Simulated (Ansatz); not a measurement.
input.yaml (Ansatz)

```yaml
crystal:
  lattice:
    - [2.4443634016, 0.0, 0.0]
    - [-1.2221817008, 2.1168808019, 0.0]
    - [0.0, 0.0, 8.6137015738]
  atoms:
    - { symbol: Cr, position: [0.0, 0.0, 0.0], spin: 1.5 }
    - { symbol: Cr, position: [0.0, 0.0, 0.5], spin: 1.5 }
    - { symbol: Cr, position: [0.3333333333, 0.6666666667, 0.25], spin: 1.5 }
    - { symbol: Cr, position: [0.6666666667, 0.3333333333, 0.75], spin: 1.5 }
hamiltonian:
  xc: lda
  pseudopotentials:
    kind: paw
    azcp:
      Cr: "pseudopotentials/Cr.paw.azcp"
basis:
  ecutwfc: 420
  fft_grid_basis: typed
kpoints:
  mp_grid: { grid: [19, 19, 5], shift: [0, 0, 0] }
magnetization:
  spin_polarized: true
scf:
  occupations: { method: fermi_dirac, width: 0.05 }
```

Output

```
Warning: the record states the generating functional pbe (its physics header spells it `PBE`), which answers neither for hamiltonian.xc's functional nor for the lda family's — results may be inconsistent (PPs are generated against a specific XC)
Engine: ansatz 0.2.0, aarch64-unknown-linux-gnu
Pseudopotentials: kind: paw
Pseudopotential: Cr, paw, valence charge 14, recommended cutoff 420 eV (normal) 
Functional definition: SPW92
  exchange = slater_x
  correlation = pw_c
Crystal: 4 atoms, lattice volume = 44.571 Å³
Basis set: ecut = 420 eV, 827 PW (Γ)
Bands: 38, of which v1, the nominal top of the filled ones, is band 28 counted from 1 (27 counted from 0)
Symmetry: 24 space group operations
Space group: P63/mmc (ITA 194), of the structure as read, at distance tolerance 3.5e-5 Å
Magnetic group: BNS 194.263 (UNI 1493), of the structure as read, at distance tolerance 3.5e-5 Å
k-points: 120 of 1805
Non-local potential: Cr, projectors of the file, l = 0: 3, l = 1: 2, l = 2: 3, l = 3: 1
PAW form: soft (Blöchl's): semilocal exchange-correlation on the pseudo side does not see the compensation charge
PAW frozen core: Cr, regenerated for the run's functional, and the local potential with it (the file was generated under x = pbe(κ = 0.804, μ = 0.2195149727645171), c = pbe(β = 0.06672455060314922))
PAW one-centre angular grid: Cr, 590 points (default); XC on 64 Gauss nodes
Initial density: superposition of atomic densities (chi_scale 0.1, normalization cell)
Starting moments: Σ|m| = 6 μB on 4 of 4 sites
Initial wavefunctions: pseudopotential atomic-orbital guess
Functional: x = slater, c = lda
SCF iter   1: F=—  HF=-13302.205090 eV  |F-HF|=—  |Δ(HF+E_count)|=         —  Δρ=2.21e-1 (↑2.21e-1 ↓7.00e-2)  dr2=2.12e1  dr2_m=4.85e0  M=0.760 μB ∫|m|=0.760 μB  β_m=0.30  ethr=3.10e-3  ⟨swp⟩=3.7  Hψ=27746  notcnv=0  defer=3
Mixer restart at iter 1: flushing history
SCF iter   2: F=—  HF=-13293.765073 eV  |F-HF|=—  |Δ(HF+E_count)|=    8.44e0  Δρ=1.33e-1 (↑1.33e-1 ↓4.87e-2)  dr2=6.35e0  dr2_m=2.36e0  M=0.733 μB ∫|m|=0.734 μB  β_m=0.50  ethr=3.10e-3  ⟨swp⟩=2.1  Hψ=18783  notcnv=0  defer=459
SCF iter   3: F=—  HF=-13290.548936 eV  |F-HF|=—  |Δ(HF+E_count)|=    3.22e0  Δρ=2.99e-2 (↑2.99e-2 ↓2.70e-2)  dr2=9.38e-2  dr2_m=2.90e-1  M=0.360 μB ∫|m|=0.361 μB  β_m=0.70  ethr=3.10e-3  ⟨swp⟩=2.7  Hψ=18497  notcnv=0  defer=435
SCF iter   4: F=—  HF=-13290.636045 eV  |F-HF|=—  |Δ(HF+E_count)|=   8.71e-2  Δρ=3.30e-3 (↑3.30e-3 ↓2.56e-3)  dr2=8.38e-4  dr2_m=2.95e-3  M=0.039 μB ∫|m|=0.041 μB  β_m=0.85  ethr=1.67e-4  ⟨swp⟩=2.5  Hψ=19101  notcnv=0  defer=349
SCF iter   5: F=—  HF=-13290.639315 eV  |F-HF|=—  |Δ(HF+E_count)|=   3.27e-3  Δρ=3.20e-3 (↑2.12e-3 ↓3.20e-3)  dr2=1.17e-2  dr2_m=3.78e-4  M=0.011 μB ∫|m|=0.012 μB  β_m=0.64  ethr=1.50e-6  ⟨swp⟩=2.3  Hψ=18162  notcnv=0  defer=349
SCF iter   6: F=—  HF=-13290.638554 eV  |F-HF|=—  |Δ(HF+E_count)|=   7.61e-4  Δρ=2.76e-3 (↑2.47e-3 ↓2.76e-3)  dr2=1.85e-2  dr2_m=6.60e-5  M=0.006 μB ∫|m|=0.006 μB  β_m=0.41  ethr=1.50e-6  ⟨swp⟩=2.6  Hψ=19015  notcnv=0  defer=349
SCF iter   7: F=—  HF=-13290.637943 eV  |F-HF|=—  |Δ(HF+E_count)|=   6.11e-4  Δρ=7.54e-4 (↑6.91e-4 ↓7.54e-4)  dr2=1.35e-3  dr2_m=9.85e-6  M=0.001 μB ∫|m|=0.002 μB  β_m=0.58  ethr=1.50e-6  ⟨swp⟩=2.1  Hψ=17049  notcnv=0  defer=349
SCF iter   8: F=—  HF=-13290.637932 eV  |F-HF|=—  |Δ(HF+E_count)|=   1.07e-5  Δρ=1.67e-4 (↑1.25e-4 ↓1.67e-4)  dr2=4.46e-5  dr2_m=3.48e-6  M=0.001 μB ∫|m|=0.001 μB  β_m=0.62  ethr=1.50e-6  ⟨swp⟩=2.0  Hψ=11555  notcnv=0  defer=349
SCF iter   9: F=—  HF=-13290.637933 eV  |F-HF|=—  |Δ(HF+E_count)|=   8.26e-7  Δρ=4.33e-5 (↑1.78e-5 ↓4.33e-5)  dr2=3.76e-7  dr2_m=3.51e-7  M=-0.000 μB ∫|m|=0.000 μB  β_m=0.76  ethr=7.96e-8  ⟨swp⟩=2.0  Hψ=11511  notcnv=0  defer=349
SCF iter  10: F=—  HF=-13290.637933 eV  |F-HF|=—  |Δ(HF+E_count)|=   1.44e-7  Δρ=9.26e-6 (↑8.22e-6 ↓9.26e-6)  dr2=1.04e-8  dr2_m=2.84e-8  M=-0.000 μB ∫|m|=0.000 μB  β_m=0.80  ethr=6.71e-10  ⟨swp⟩=2.1  Hψ=13291  notcnv=0  defer=349
SCF iter  11: F=—  HF=-13290.637933 eV  |F-HF|=—  |Δ(HF+E_count)|=   3.98e-9  Δρ=2.28e-6 (↑1.87e-6 ↓2.28e-6)  dr2=4.13e-10  dr2_m=1.71e-9  M=-0.000 μB ∫|m|=0.000 μB  β_m=0.87  ethr=1.85e-11  ⟨swp⟩=2.1  Hψ=15529  notcnv=0  defer=349
SCF iter  12: F=—  HF=-13290.637933 eV  |F-HF|=—  |Δ(HF+E_count)|=  1.27e-10  Δρ=3.04e-7 (↑1.93e-7 ↓3.04e-7)  dr2=3.05e-11  dr2_m=1.53e-11  M=-0.000 μB ∫|m|=0.000 μB  β_m=0.82  ethr=1.00e-12  ⟨swp⟩=2.0  Hψ=11035  notcnv=0  defer=349
SCF iter  13: F=-13290.637933 eV  HF=-13290.637933 eV  |F-HF|=7.28e-12  |Δ(HF+E_count)|=  2.00e-11  Δρ=9.35e-8 (↑9.35e-8 ↓6.44e-8)  dr2=7.05e-12  dr2_m=4.51e-13  M=0.000 μB ∫|m|=0.000 μB  ethr=1.00e-12  ⟨swp⟩=4.7  Hψ=24070  notcnv=0
SCF 1 converged in 13 iterations: F = -13290.637933 eV  dr2 = 7.05e-12
WARN: the starting moments were not kept: the SCF closed with an absolute magnetisation of 1.8e-6 μB, where they sum to 6 μB in size (4 sites). That is at most 0.1 of that sum. Measured as dr2_m measures the in/out step, that magnetisation stands 7.9e-13 eV from none, at or under the dr2_threshold of 1.0e-7 eV: it is no larger than a step whose dr2_m would equal this threshold. The system may hold no moment; this SCF shows only that its start led to no more than that. To try another start: raise the starting moments (crystal.atoms[].spin, magnetization.per_species, magnetization.initial_magnetization, or on a non-collinear deck that types none of these the spinor_matrix: blocks that start its atoms; where the total moment is fixed, keep their sum and leave initial_magnetization as it is; typed ones take the place of any that the run laid by itself, positive ones on a crystal's lanthanoids without a Hubbard term where scf.initial_density.shell_occupations: [] is typed) or, if the notice of its spin-set hold's release reads "site moments contracting" or "site moments show no strong build", lengthen the hold (scf.mixing.spin_hold: { on: { confirm: 4 } }; for m-r²SCAN on two components see the key's manual first). Each may lead to a state that holds a moment. A second SCF, from the converged charge density, with the starting moments and any scf.initial_density.shell_occupations laid on it anew, would have followed, and was not run: the deck does not ask for one (magnetization.retry_lost_moments is false, the default). To let it run, set magnetization.retry_lost_moments: true and run the deck again, where that key's refused combinations let it; where memory then withholds it, that run's warning says so.
SCF converged after 13 iterations
Magnetization: 0.0000 μB (28.0000 up, 28.0000 down)
Absolute magnetization: 0.0000 μB (∫|ρ↑−ρ↓|, with the PAW one-centre terms)
Spin contamination: 0.0000 ħ² per cell (⟨S²⟩ above its minimum at these occupations)
Per-site moments (μB) at R_I (Å): [(5.810368919585357e-7, 1.0082999031679678), (5.810368918930929e-7, 1.0082999031679678), (-1.678694770819785e-7, 1.0082999031679678), (-1.6786947697552418e-7, 1.0082999031679678)]
Free energy (F): -13290.637933 eV
Harris-Foulkes:  -13290.637933 eV  (|F-HF|=7.28e-12)
Internal energy: -13290.586710 eV  (E = F + TS)
E sigma→0 (E₀):  -13290.612322 eV
Entropy (-TS):   -0.051222 eV (-12.806 meV/atom)
Fermi energy:    19.699212 eV
--- Per-component energies (eV) ---
  E_band       = -533.003131
  E_kinetic    = 1382.126437
  E_local      = -4617.154539  (includes V_loc(G=0)·N_el)
  E_nonlocal   = 337.274544
  E_hartree    = 2023.362569
  E_xc         = -558.370106
  E_vxc        = -716.318557  (∫ρ·V_xc dr)
  E_paw        = -4566.444012  (= ΣΔE_a)
  E_vpaw       = -965.657382  (= ΣTr[D̂ρ^β])
  E_aug_tail   = 0.001405  (compensation charges beyond the density's cutoff)
  E_ewald      = -7292.843507
  E_core_change = 1.460499  (= ΣΔE_core)
  E_smearing   = -0.051222  (= −TS)
  E_closure    = 0.000000  (closes the sum)
  Σ components = -13290.637933   (vs F -13290.637933, Δ=0.00e0)
```
